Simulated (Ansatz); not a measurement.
Pt:
```
CELL_PARAMETERS angstrom
      0.00000     1.94681     1.94681
      1.94681     0.00000     1.94681
      1.94681     1.94681     0.00000
ATOMIC_POSITIONS crystal
  Pt 0.00000 0.00000 0.00000
```

Relaxed with LDA. Special points in fractions of this cell's reciprocal vectors: Γ (0.000, 0.000, 0.000); X (0.500, 0.000, 0.500); U (0.625, 0.250, 0.625); K (0.375, 0.375, 0.750); L (0.500, 0.500, 0.500); W (0.500, 0.250, 0.750).

Q: List the band energies nearest the Fermi level at these points for plane-wave PAW LDA (Ansatz code).

A: In eV from the Fermi level; about four levels below and three above (degenerate sets whole), none deeper than 8.9 eV; … stands for higher levels left out; points with the same levels are listed once.

| k | below | above |
|---|---|---|
| Γ | -3.96 -3.96 -3.96 -1.69 -1.69 | … |
| X | -7.36 -6.89 | 0.03 0.51 0.51 |
| U | -5.69 -2.99 -1.37 -0.19 | 5.72 … |
| L | -7.62 -4.02 -4.02 -0.60 | 0.05 0.05 … |
| W | -5.89 -4.75 -4.75 -2.10 | 0.52 7.15 … |

Space group Fm-3m (fcc (Cu type)). The cell was relaxed with LDA under the symmetry of its start. The run is not spin-polarised. Spin–orbit coupling is left out wherever it is not named.

Potentials: the earlier of the program's two PAW sets. The files were generated under PBE; for other functionals the program regenerates the frozen cores, and for LDA and PBEsol the local potential too.
